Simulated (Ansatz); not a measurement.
Sc:
```
Sc
1.0
    3.32085     0.00000     0.00000
   -1.66043     2.87594     0.00000
    0.00000     0.00000     5.17445
Sc
2
Direct
  0.33333   0.66667   0.75000
  0.66667   0.33333   0.25000
```

Relaxed with r²SCAN+D4. Special points in fractions of this cell's reciprocal vectors: Γ (0.000, 0.000, 0.000); M (0.500, 0.000, 0.000); K (0.333, 0.333, 0.000); A (0.000, 0.000, 0.500); L (0.500, 0.000, 0.500); H (0.333, 0.333, 0.500).

Question: List the band energies nearest the Fermi level at these points for the program Ansatz at the r²SCAN+D4 level (PAW).

Answer: In eV from the Fermi level; about four levels below and three above (degenerate sets whole), none deeper than 8.9 eV; points with the same levels are listed once.

```json
[
 {"k": "Γ", "below": "-5.49 -1.69", "above": "0.46 1.80 1.80"},
 {"k": "M", "below": "-1.71 -1.13 -0.67 -0.42", "above": "1.41 1.55 2.06"},
 {"k": "K", "below": "-0.77 -0.77 -0.71 -0.45", "above": "1.15 1.15 2.33"},
 {"k": "A", "below": "-3.86 -3.86", "above": "1.10 1.10 1.72 1.72 1.72 1.72"},
 {"k": "L", "below": "-1.51 -1.51", "above": "0.05 0.05 1.32 1.32"},
 {"k": "H", "below": "-0.45 -0.45 -0.04 -0.04", "above": "0.23 0.23 2.64 2.64"}
]
```

Space group P6_3/mmc (hcp (Mg type)). The r²SCAN+D4 relaxation kept the symmetry of its start. The run is not spin-polarised. The pairwise dispersion correction was not fitted to metals.

Potentials: the earlier of the program's two PAW sets.
